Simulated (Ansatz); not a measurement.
**Zone-centre modes in Ag**

All numbers below come from DFT r2SCAN, scalar-relativistic, plane waves, PAW (Ansatz). Settings: plane waves to 500 eV, k-mesh 18×18×10 (Γ-centred), Gaussian smearing 0.15 eV. No spin polarisation.

Reference structure (as given, not relaxed at this level; this bcc form isn't the usual structure):

```
CELL_PARAMETERS angstrom
-1.65565 1.65565 1.65565
1.65565 -1.65565 1.65565
3.31131 3.31131 0.00000
ATOMIC_POSITIONS crystal
Ag 0.00000 0.00000 0.00000
Ag 0.50000 0.50000 0.50000
```

Harmonic modes by finite displacements of 0.02 Å, without the LO–TO term. The cell doubles the primitive one, so its zone centre also holds the primitive cell's point q = (0, 0, 1/2).

At this geometry, is the structure stable against these modes?

No: 1 mode is unstable, the strongest at 26i cm⁻¹.

List the wavenumbers in cm⁻¹.

26i, 0, 0, 0, 97, 147.

Cost: 1 run of about 3.7 core-minutes, on Arm Neoverse V2 (shared hosts).